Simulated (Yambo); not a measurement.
# Excitons in PdZnF$_{6}$

```xyz
8
Lattice="2.4685 1.4252 4.5556 -2.4685 1.4252 4.5556 0.0000 -2.8504 4.5556" Properties=species:S:1:pos:R:3 pbc="T T T"
F     -1.6393    -0.0995     7.9898
F      1.6393     0.0995     5.6770
F      0.9059    -1.3699     7.9898
F     -0.9059     1.3699     5.6770
F      0.7335     1.4695     7.9898
F     -0.7335    -1.4695     5.6770
Zn     0.0000     0.0000     6.8334
Pd     0.0000     0.0000     0.0000
```

The geometry is that of Materials Project entry mp-13983, symmetrised and not relaxed again.

BSE in Yambo on PBEsol (Quantum ESPRESSO, PseudoDojo norm-conserving, 84 Ry, scalar-relativistic) bands: 6×6×6 mesh, 18 valence and 2 conduction bands, static screening with 74 bands and a 3 Ry block, scissor 2.37 eV, Tamm-Dancoff; field along x.

```csv
state,energy (eV),states within 2 meV,relative strength,class,main transitions
1,1.76,2,< 0.01,dark,several band pairs
2,1.89,1,< 0.01,dark,several band pairs
3,2.44,1,< 0.01,dark,several band pairs
4,2.50,2,< 0.01,dark,several band pairs
5,3.52,1,< 0.01,dark,several band pairs
6,3.54,2,< 0.01,dark,VB → CB (65 %)
7,3.55,1,< 0.01,dark,VB → CB (72 %)
8,3.56,1,< 0.01,dark,VB → CB (87 %)
```

These are vertical excitations (zero momentum). The direct quasiparticle gap on this mesh is 3.99 eV; counted from there, state 1 is bound by 2.24 eV. Convergence with the mesh was not shown.

Spin singlets only. Strengths are relative to the strongest of the lowest states of this run; strong means a line over 3 % of the spectrum's maximum, dark under 0.03 %. Absolute energies carry the error of the G0W0 scissor, whose convergence isn't established; the long-wavelength screening was taken along (1,1,1) although the crystal is anisotropic.

Spin-orbit splittings are left out.

With a shallow 3d shell G0W0 needs far more bands and larger blocks than here, so the scissor is uncertain by tenths of an eV or more.
